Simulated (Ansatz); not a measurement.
### Question
Name crystals whose computed values (the program Ansatz at the LDA level (PAW)) fall in these windows: highest Γ mode, no LO–TO term (cm⁻¹) 210 to 300; B₀ by P(V) fit (GPa) 180 to 230.

### Answer


```csv
crystal,"highest Γ mode, no LO–TO term (cm⁻¹)",B₀ by P(V) fit (GPa)
"ZnNi, CsCl type",260,191
"CuAu, L1₀ or tetragonal B2",212,189
"ScIr, CsCl type",214,195
"Ni3Sn, Cu3Au type",271,208
"Ge2Mo, MoSi2 or CaC2 type",268,188
```
Others may fit too.

Standing as an ambient phase not checked: ZnNi, CsCl type; ScIr, CsCl type; Ni3Sn, Cu3Au type; Ge2Mo, MoSi2 or CaC2 type. Unstable at this level: ZnNi, CsCl type. All cells were relaxed under the symmetry of their starts (and spin orders); stability against distortions was not tested throughout. Rows with no word on spin ran without spin polarisation. Scalar-relativistic: spin–orbit coupling is off unless named, which matters more the heavier the elements.

Potentials: the later of the program's two PAW sets.
